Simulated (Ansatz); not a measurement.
Method: Ansatz 0.2.0, DFT LDA, scalar-relativistic, plane waves, PAW. Cutoff 420 eV, Γ-centred k meshes of 576 to 2744 points, fixed occupations in insulators, in metals Fermi–Dirac smearing of 0.15 eV (Gaussian, 0.2 eV, where magnetic), no spin polarisation. Some cells are trial structures made by swapping elements. Values of metals depend on mesh and smearing. Spin–orbit coupling is left out. Each crystal stands at its own equilibrium volume, in the symmetry named.

Question: Order these crystals by the highest optical frequency at Γ (without the LO field), lowest first.
A. GaN (F-43m, 2 atoms in the cell, 11.1 Å³/atom, Ga next to 4 N)
B. Al2Cu (Fm-3m, 3 atoms in the cell, 15.2 Å³/atom, Cu next to 8 Al)
C. SrAsPt (P6_3/mmc, 6 atoms in the cell, 22.4 Å³/atom, As next to 3 Pt)
D. Cu3Pd (Pm-3m, 4 atoms in the cell, 11.8 Å³/atom, Pd next to 12 Cu)

Answer: C (224 cm⁻¹), D (260 cm⁻¹), B (293 cm⁻¹), A (553 cm⁻¹).